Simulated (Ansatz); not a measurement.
MoPt:
```
CELL_PARAMETERS angstrom
      0.00000     2.60820     2.60820
      2.60820     0.00000     2.60820
      2.60820     2.60820     0.00000
ATOMIC_POSITIONS crystal
  Pt 0.00000 0.00000 0.00000
  Mo 0.50000 0.50000 0.50000
```

Relaxed with r²SCAN. Special points in fractions of this cell's reciprocal vectors: Γ (0.000, 0.000, 0.000); X (0.500, 0.000, 0.500); U (0.625, 0.250, 0.625); K (0.375, 0.375, 0.750); L (0.500, 0.500, 0.500); W (0.500, 0.250, 0.750).

**Question.** List the band energies nearest the Fermi level at these points for plane-wave PAW r²SCAN (Ansatz code).

**Answer.** In eV from the Fermi level; about four levels below and three above (degenerate sets whole), none deeper than 8.9 eV; points with the same levels are listed once.

```csv
k,below,above
Γ,-6.27 -6.27 -5.53 -5.53 -5.53,1.55 1.55 1.55
X,-4.85 -2.94 -2.94 -0.86,0.59 0.59 1.64
U,-4.87 -4.87 -4.06 -3.24 -0.67,0.31 0.38 0.46
L,-3.26 -3.26 -2.03 -2.03 -1.69,0.02 0.02 2.10
W,-5.24 -5.24 -3.62 -2.92 -1.38,0.16 0.16 0.56
```

Space group Fm-3m (rock salt). The start of the workflow was typed in or built on a structure type; neither database checked (COD, Materials Project) lists it. Whether it is the stable phase at ambient conditions was not checked. Symmetry was held in the r²SCAN relaxation; whether a distortion lowers the energy is not shown. The run is not spin-polarised. The volume moved by 16 % from the start of the relaxation. Its formation energy is positive at this level, so the cell may be metastable or incomplete. Scalar-relativistic: spin–orbit coupling is off unless named, which matters more the heavier the elements.

Potentials: the earlier of the program's two PAW sets.
